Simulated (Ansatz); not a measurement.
A geometry of Ru away from equilibrium: the start of the relaxation of a relaxed Ru cell displaced along its unstable phonon at q = (½, ½, ½) of its primitive reciprocal cell (112i cm⁻¹), largest move 0.15 Å. All values below come from r2SCAN (plane waves to 500 eV, PAW, scalar-relativistic; Ansatz, a program for electronic structure). Γ-centred k-mesh 13×13×13 on the run's cell (coarser than for final values), Fermi–Dirac smearing 0.05 eV.

```xyz
2
Lattice="4.9819 0.0000 0.0000 2.4909 2.4909 0.0000 2.4909 0.0000 2.4909" Properties=species:S:1:pos:R:3 pbc="T T T"
Ru     0.0000     0.0000    -0.1500
Ru     2.4909     0.0000     0.1500
```

Problem. Predict the force on each atom, in eV/Å.

Solution. 
```csv
atom,Fx,Fy,Fz
Ru1,0.00,0.00,2.06
Ru2,0.00,0.00,-2.06
```

Problem. What is the pressure?

Solution. +10.0 GPa, compression positive.

Problem. How far above the relaxed end point is this geometry?

Solution. 0.08 eV/atom; the path ends in Pm-3m (No. 221) (AFLOW prototype A_cP1_221_a (A_h)).

No spin polarisation in the result.

The run could not lose the symmetry of its start, so the end can be a saddle point.

The end of the path is a generated cell of Ru: the first start was made by placing the elements on the sites of a structure type, and the end was not matched to a known phase here, so it may be hypothetical. Known forms of Ru include space group No. 194.
